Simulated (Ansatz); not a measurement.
TiO2 built on the rutile prototype: a single-point calculation in Ansatz 0.2.0 (HSE06). The cell was relaxed with r2SCAN and then strained (isotropic +4.0 % on every length), with the atoms relaxed again with r2SCAN; k points keep the names of the unstrained zone.

input.yaml:
```yaml
crystal:
  lattice:
    - [4.7807276338, 0.0, 0.0]
    - [0.0, 4.7807276338, 0.0]
    - [0.0, 0.0, 3.0716309173]
  atoms:
    - { symbol: Ti, position: [0.0, 0.0, 0.0] }
    - { symbol: Ti, position: [0.5, 0.5, 0.5] }
    - { symbol: O, position: [0.3102106028, 0.3102106028, 0.0] }
    - { symbol: O, position: [0.1897893972, 0.8102106028, 0.5] }
    - { symbol: O, position: [0.8102106028, 0.1897893972, 0.5] }
    - { symbol: O, position: [0.6897893972, 0.6897893972, 0.0] }
kpoints:
  mp_grid: { grid: [4, 4, 6] }
  band_path:
    path:
      - [0.0, 0.0, 0.0]
      - [0.0, 0.5, 0.0]
      - [0.5, 0.5, 0.0]
      - [0.0, 0.0, 0.5]
      - [0.0, 0.5, 0.5]
      - [0.5, 0.5, 0.5]
    npoints: 1
hamiltonian:
  xc: hse06
scf:
  occupations: { method: fixed }
  n_extra_bands: 5
output:
  forces: true
  stress: true
  eigenvalues: true
```

Wall time 41 s on 1 × NVIDIA H100 80GB HBM3 with 2 threads of AMD EPYC 7R13 Processor (Zen 3), with other jobs on the host, load about 1.5 per core; peak host memory 2.6 GiB.

The output, standing remarks left out:
```
scf.n_extra_bands = 5 over 24 filled bands (N_el = 48.0): the run solves 29 bands
Pseudopotential: Ti, paw, valence charge 12, recommended cutoff 420 eV (normal)
Pseudopotential: O, paw, valence charge 6, recommended cutoff 420 eV (normal)
Functional definition: HSE06
Crystal: 6 atoms, lattice volume = 70.203 Å³
Basis set: ecut = 420 eV, 1387 PW (Γ)
Symmetry: 16 space group operations
Space group: P42/mnm (ITA 136)
k-points: 24 of 96
[warm-up without exact exchange]
SCF 1 stopped early in 4 iterations: F = -7276.954553 eV  dr2 = 7.03e-5
[exact exchange on]
Exchange kernel: α = 0.2500, screened, ω = 0.2079 Å⁻¹, Wigner–Seitz truncation, v(0) = 1044.0061 eV·Å³, q-mesh 4×4×6
SCF 2 stopped early in 7 iterations: F = -7275.132499 eV  dr2 = 3.47e-6
hybrid outer 1: dexx = +6.795e-2 eV, tail = 1.76e-4 eV
SCF 3 converged in 8 iterations: F = -7275.131423 eV  dr2 = 8.31e-10
hybrid outer 2: dexx = +1.409e-5 eV, tail = 7.99e-8 eV, Δε = 4.56e-3 eV, ΔF = 1.16e-2 eV/Å
SCF 4 converged in 2 iterations: F = -7275.131423 eV  dr2 = 7.61e-9
hybrid outer 3: dexx = +1.388e-8 eV, tail = 1.78e-8 eV, Δε = 1.92e-4 eV, ΔF = 6.23e-5 eV/Å
Free energy (F): -7275.131423 eV
Fermi energy:    6.471561 eV
--- Forces (eV/Å), atoms counted from 1 ---
  atom   1  Ti      0.00000      0.00000      0.00000
  atom   2  Ti      0.00000      0.00000      0.00000
  atom   3  O       0.11989      0.11989      0.00000
  atom   4  O     -0.11989      0.11989      0.00000
  atom   5  O       0.11989    -0.11989      0.00000
  atom   6  O     -0.11989    -0.11989      0.00000
--- Stress (GPa, compression-positive) ---
      -20.840639       0.000000       0.000000
        0.000000     -20.840639       0.000000
        0.000000       0.000000     -30.292177
  P = ⅓ Tr σ = -23.9912 GPa (-239.912 kbar)
--- Band table (eV; the first three rows and the last of 24) ---
  k-point 0: bands = […, 3.9865, 4.4919, 5.7628, 6.1801, 6.1801, 6.4716, 9.6965, 10.0905, 10.2219, 10.2219, …]
  k-point 1: bands = […, 4.3974, 4.3974, 4.8184, 5.7034, 5.7034, 6.3760, 10.0564, 10.1915, 10.2249, 10.5211, …]
  k-point 2: bands = […, 3.3852, 4.6499, 4.6499, 4.8703, 4.8703, 5.7789, 9.9894, 10.4350, 10.8582, 11.0957, …]
  k-point 23: bands = […, 3.8642, 3.8642, 5.4749, 5.4749, 5.7313, 5.7313, 10.2250, 10.2250, 10.9027, 10.9027, …]
```

The rows of the band table are 0: (0, 0, 0) = Γ, 1: (0, 0, 1/6), 2: (0, 0, 1/3), 23: (-1/2, -1/2, -1/2) = A.

Levels at the listed points, from bands.tsv (eV from the Fermi energy, bands near the gap, counted from 0):
```tsv
# k_distance	band_19	band_20	band_21	band_22	band_23	band_24	band_25	band_26	band_27
# fermi_ev = 6.471561
# [0, 0, 0] at k_distance = 0.000000
# [0, 0.5, 0] at k_distance = 0.657137
# [0.5, 0.5, 0] at k_distance = 1.314274
# [0, 0, 0.5] at k_distance = 2.696204
# [0, 0.5, 0.5] at k_distance = 3.353341
# [0.5, 0.5, 0.5] at k_distance = 4.010478
# levels_relative_to = fermi_ev
0.000	-1.980	-0.709	-0.291	-0.291	0.000	3.225	3.619	3.750	3.750
0.657	-2.763	-1.528	-1.528	-0.680	-0.680	3.877	3.877	4.140	4.140
1.314	-1.904	-1.317	-1.317	-0.856	-0.856	3.265	3.265	3.766	3.766
2.696	-2.628	-1.911	-1.911	-1.465	-1.465	4.043	4.043	4.365	4.365
3.353	-2.394	-1.977	-1.977	-0.866	-0.866	3.214	3.214	4.411	4.411
4.010	-2.607	-0.997	-0.997	-0.740	-0.740	3.753	3.753	4.431	4.431
```
In order the rows are Γ, X, M, Z, R, A.

The HSE06 gap is indirect, 3.21 eV (Γ to R), below the direct gap of 3.22 eV at Γ. Least and direct gap differ so little that the kind isn't settled. With the atoms held, the mean pressure is -24.0 GPa (compression positive). (The program warns that its thresholds are loose for a hybrid's stress.) The largest force is 0.17 eV/Å.

Calculated for a static, non-magnetic cell.

The meshes of the hybrids are coarse, so their gaps aren't converged to the digits shown.
